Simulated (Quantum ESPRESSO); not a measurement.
Space group R32, hexagonal axes (No. 155); a = b = 5.596 Å, c = 6.851 Å, α = β = 90.00°, γ = 120.00°

```
atom  site  symmetry       x       y       z
----  ----  --------  ------  ------  ------
F       9e        .2  0.4983  0.4983  0.5000
Sc      3a        32  0.0000  0.0000  0.0000
```
(The calculation used a cell of 4 atoms; values per cell refer to that cell.)

The PBEsol cell relaxed from Materials Project entry mp-10694 was given an isotropic strain of -1.5 % on all lattice vectors, and the atoms were relaxed again.

Problem. What does norm-conserving PBEsol (Quantum ESPRESSO, 84 Ry, scalar-relativistic) give for the electronic structure near the Fermi level?

Solution. The PBEsol gap is indirect, 6.53 eV, from P to Γ; the smallest direct gap is 7.08 eV.
